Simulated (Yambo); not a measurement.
Quantum ESPRESSO input (LDA, PseudoDojo standard norm-conserving files, scalar-relativistic) whose wavefunctions are converted with p2y:

```
&CONTROL
  calculation = 'nscf'
  pseudo_dir = './pseudo'
  outdir = './out'
/
&SYSTEM
  ibrav = 0
  nat = 2
  ntyp = 2
  ecutwfc = 88.0
  ecutrho = 352.0
  occupations = 'fixed'
  force_symmorphic = .true.
  nbnd = 105
/
&ELECTRONS
  conv_thr = 2e-09
  diago_full_acc = .true.
  diago_thr_init = 1e-08
/
ATOMIC_SPECIES
Be 9.0122 Be.upf
Te 127.6000 Te.upf
CELL_PARAMETERS angstrom
  0.000000000000   2.777401954000   2.777401954000
  2.777401954000   0.000000000000   2.777401954000
  2.777401954000   2.777401954000   0.000000000000
ATOMIC_POSITIONS crystal
Be   0.000000000000   0.000000000000   0.000000000000
Te   0.250000000000   0.250000000000   0.250000000000
K_POINTS automatic
2 2 2 0 0 0
```

Yambo's initialisation report on symmetry, reciprocal space, the k grid and the gaps on this mesh:

```
  [02.02] Symmetries
  ==================

  Inversion symmetry    : yes
  Spatial inversion     : no
  Inversion index       :  25
  K-space Time-reversal : yes
  Magnetic symmetries   : no
  Time-reversal derived K-space symmetries:   25   48
  Group table correct   : yes
  Symmetries units      :  [cc]

  [02.03] Reciprocal space
  ========================

  nG shells         :   330
  nG charge         :   32311
  nG WFs            :   4877
  nC WFs            :   4044
  G-vecs. in first 33 shells:  [ Number ]
     1    9   15   27   51   59   65   89  113
    137   169   181   229   259   283   307   331   339
    387   411   459   531   537   561   609   645   701
    725   749   821   869   893   941
  ...
  Shell energy in first 33 shells:  [ mHa ]
    0.00000      537.422      716.563      1433.13      1970.55      2149.69      2866.25      3403.68      3582.82
    4299.38      4836.80      5732.51      6269.93      6449.07      7165.63      7703.05      7882.20      8598.76
    9136.18      9315.32      10031.9      10569.3      11465.0      12002.4      12181.6      12898.1      13435.6
    13614.7      14331.3      14868.7      15047.8      15764.4      16301.8
  ...

  [02.04] K-grid lattice
  ======================

  Compatible Grid is   : 3D
  Base K vectors       :  K_min[ 1 ]  K_min[ 2 ]  K_min[ 3 ]
  K_min[ 1 ] : -0.500000  0.000000  0.000000 [rlu]
  K_min[ 2 ] :  0.000000  0.000000 -0.500000 [rlu]
  K_min[ 3 ] :  0.000000 -0.500000  0.000000 [rlu]
  Grid dimensions      :  2  2  2
  K lattice UC volume  :  0.107228 [a.u.]

  IBZ K-points                                      :  3
  BZ  K-points                                      :   8

  K/Q-points units:
  rlu = crystal or reduced units; cc = cartesian coordinates; iku = interal k-units

  K [1]          [rlu]:  0.000000  0.000000  0.000000
         WF components:   4015
  K [2]          [rlu]:  0.000000  0.000000 -0.500000
         WF components:   4044
  K [3]          [rlu]:  0.000000 -0.500000 -0.500000
         WF components:   4040

  [02.05] Energies & Occupations
  ==============================

  [X] === General ===
  [X] Electronic Temperature                        :  0.000000  0.000000 [eV K]
  [X] Bosonic    Temperature                        :  0.000000  0.000000 [eV K]
  [X] Finite Temperature mode                       : no
  [X] El. density                                   :  0.46675E+24 [cm-3]
  [X] Fermi Level                                   :  8.049532 [eV]

  [X] === Gaps and Widths ===
  [X] Conduction Band Min                           :  1.795370 [eV]
  [X] Valence Band Max                              :  0.000000 [eV]
  [X] Filled Bands                                  :  10
  [X] Empty Bands                                   :   11  105
  [X] Direct Gap                                    :  3.594614 [eV]
  [X] Direct Gap localized at k                     :  1
  [X] Indirect Gap                                  :  1.795370 [eV]
  [X] Indirect Gap between kpts                     :  1  3
  [X] Last valence band width                       :  2.788312 [eV]
  [X] 1st conduction band width                     :  1.799244 [eV]
```
The gaps are LDA values on this mesh alone; only operations without fractional translations are kept.

Spin-orbit coupling is not included.

Geometry relaxed with LDA.
